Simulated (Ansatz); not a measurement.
## ZrPt: relaxation of cell and atoms

The calculation used Ansatz 0.2.0, DFT, r2SCAN, PAW with Ansatz's default frozen-core files, scalar-relativistic.

Command: `ansatz run input.yaml --threads 1 --pin off --max-ram 2048MiB --backend cpu --events-out ev --progress --plain --runs-dir out` The run took 5.5 min on 1 thread of Arm Neoverse V1 (shared host), peak memory 0.64 GiB.

```yaml
crystal:
  lattice:
    - [1.5015069606, -0.8668954479, 4.9049227378]
    - [0.0, 1.7337908957, 4.9049227378]
    - [-1.5015069606, -0.8668954479, 4.9049227378]
  atoms:
    - { symbol: Pt, position: [0.0, 0.0, 0.0] }
    - { symbol: Zr, position: [0.5, 0.5, 0.5] }
kpoints:
  mp_grid: { grid: [14, 14, 14] }
scf:
  occupations: { method: fermi_dirac, width: 0.05 }
hamiltonian:
  xc: r2scan
  pseudopotentials: { kind: paw }
output:
  forces: true
  stress: true
relax:
  f_tol: 0.005
  max_steps: 80
  cell: {}
```

No spin–orbit coupling, which matters for the heavy atoms here.

The cell is built from the L11 type as a first guess.

The cutoff is 500 eV; energies and pressures of the walk include the program's estimate of the Pulay term. The PAW files were made with PBE; their cores are remade for this functional.

Each frame lists the cell vectors (Å), then Cartesian positions (Å); symmetry keeps all forces zero. Free energies count from the first step, -16732.7473 eV.

The walk took 14 evaluations in all; steps that aren't listed are left out.

Step 1: E = 0.0 meV, P = -7.47 GPa

```
cell 1.5015 -0.8669 4.9049 0.0000 1.7338 4.9049 -1.5015 -0.8669 4.9049
Pt    0.0000    0.0000    0.0000
Zr    0.0000    0.0000    7.3574
```

Step 2: E = -89.8 meV, P = 3.93 GPa

```
cell 1.4894 -0.8599 4.6658 0.0000 1.7199 4.6658 -1.4894 -0.8599 4.6658
Pt    0.0000    0.0000    0.0000
Zr    0.0000    0.0000    6.9987
```

Step 3: E = -126.7 meV, P = 1.10 GPa

```
cell 1.5212 -0.8783 4.6025 0.0000 1.7566 4.6025 -1.5212 -0.8783 4.6025
Pt    0.0000    0.0000    0.0000
Zr    0.0000    0.0000    6.9038
```

Step 4: E = -244.0 meV, P = 0.78 GPa

```
cell 1.5914 -0.9188 4.3628 0.0000 1.8376 4.3628 -1.5914 -0.9188 4.3628
Pt    0.0000    0.0000    0.0000
Zr    0.0000    0.0000    6.5443
```

Step 5: E = -456.3 meV, P = 2.37 GPa

```
cell 1.6486 -0.9518 4.1230 0.0000 1.9036 4.1230 -1.6486 -0.9518 4.1230
Pt    0.0000    0.0000    0.0000
Zr    0.0000    0.0000    6.1844
```

Step 6: E = -648.9 meV, P = 3.71 GPa

```
cell 1.7055 -0.9847 3.8838 0.0000 1.9693 3.8838 -1.7055 -0.9847 3.8838
Pt    0.0000    0.0000    0.0000
Zr    0.0000    0.0000    5.8257
```

Step 7: E = -782.0 meV, P = 1.94 GPa

```
cell 1.7804 -1.0279 3.6485 0.0000 2.0558 3.6485 -1.7804 -1.0279 3.6485
Pt    0.0000    0.0000    0.0000
Zr    0.0000    0.0000    5.4728
```

Step 8: E = -816.5 meV, P = 0.29 GPa

```
cell 1.8390 -1.0617 3.4741 0.0000 2.1235 3.4741 -1.8390 -1.0617 3.4741
Pt    0.0000    0.0000    0.0000
Zr    0.0000    0.0000    5.2112
```

Step 9: E = -816.9 meV, P = -0.04 GPa

```
cell 1.8469 -1.0663 3.4527 0.0000 2.1326 3.4527 -1.8469 -1.0663 3.4527
Pt    0.0000    0.0000    0.0000
Zr    0.0000    0.0000    5.1791
```

Step 10: E = -832.4 meV, P = 0.40 GPa (the cell of the step before, solved again on a basis chosen afresh, hence the jump)

Step 11: E = -834.0 meV, P = 0.08 GPa

```
cell 1.8595 -1.0736 3.4170 0.0000 2.1471 3.4170 -1.8595 -1.0736 3.4170
Pt    0.0000    0.0000    0.0000
Zr    0.0000    0.0000    5.1255
```

Step 12: E = -834.3 meV, P = 0.05 GPa

```
cell 1.8654 -1.0770 3.3974 0.0000 2.1540 3.3974 -1.8654 -1.0770 3.3974
Pt    0.0000    0.0000    0.0000
Zr    0.0000    0.0000    5.0962
```

Q: How does the relaxation end?

A: It converges, with a = 3.737 Å, b = 3.737 Å, c = 10.164 Å, α = 90.00°, β = 90.00°, γ = 120.00° (conventional cell, space group R-3m). The last solve (on a basis chosen afresh for the final cell, so its energy is not quite comparable) gives E = -834.5 meV, P = 0.00 GPa:
```
cell 1.8685 -1.0788 3.3882 0.0000 2.1576 3.3882 -1.8685 -1.0788 3.3882
Pt    0.0000    0.0000    0.0000
Zr    0.0000    0.0000    5.0822
```
